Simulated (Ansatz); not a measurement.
Here is an unrelaxed guess for ZnSe3.

```cif
data_structure
_symmetry_space_group_name_H-M 'P 1'
_symmetry_Int_Tables_number 1
_cell_length_a 6.2337
_cell_length_b 6.2337
_cell_length_c 6.0101
_cell_angle_alpha 90.000
_cell_angle_beta 90.000
_cell_angle_gamma 120.000
_cell_volume 202.26
loop_
_atom_site_label
_atom_site_type_symbol
_atom_site_fract_x
_atom_site_fract_y
_atom_site_fract_z
_atom_site_occupancy
Zn1 Zn 0.33333 0.66667 0.75000 1
Zn2 Zn 0.66667 0.33333 0.25000 1
Se1 Se 0.86520 0.73041 0.25000 1
Se2 Se 0.26959 0.13480 0.25000 1
Se3 Se 0.86520 0.13480 0.25000 1
Se4 Se 0.13480 0.26959 0.75000 1
Se5 Se 0.73041 0.86520 0.75000 1
Se6 Se 0.13480 0.86520 0.75000 1
```

Computed with DFT PBE, scalar-relativistic, plane waves, PAW in Ansatz 0.2.0. Settings: cutoff 420 eV, Γ-centred mesh 3×3×4 on the computed 8-atom cell, Gaussian smearing of 0.10 eV; no spin polarisation.

Formation energies are uncorrected and refer to the elements' standard structures at the same level.

Task: What does a single point on this coarse mesh give?

Result: The pressure is 17.2 GPa (the mean over three directions, positive in compression), the largest force is 0.56 eV/Å, and the energy is +0.82 eV/atom against the elements. The shortest distance is 2.14 Å.

Task: Is it a good guess?

Result: A rough one: relaxing gains about 0.75 eV/atom (the start's value is from the coarse mesh, so the gain is rough) in 21 ionic steps and ends at +0.06 eV/atom on the finer mesh. The symmetry stays P6_3/mmc (No. 194). The volume per atom grows by 3.6 %, from 25.3 to 26.2 Å³. The shortest distance goes from 2.14 Å (Zn–Se) to 2.41 Å (Zn–Se). The ratio c/a of the conventional cell changes by a factor of 0.56. Conventional cell: a = 7.669 Å, c = 4.115 Å. Around Zn lie 3 Se at 2.41 Å; around Se lie 1 Zn at 2.41 Å and 4 Se at 2.88 Å.

The last run used a 6×6×10 mesh (in the run's order of axes) for its 8-atom cell and Gaussian smearing of 0.10 eV. The reference form of Se is held partly by dispersion forces, which this level lacks. The relaxation can't lower the symmetry of the start, and the grade says only how near the guess is to its own end. Symmetry constrained the relaxation, so the result can be a saddle point.
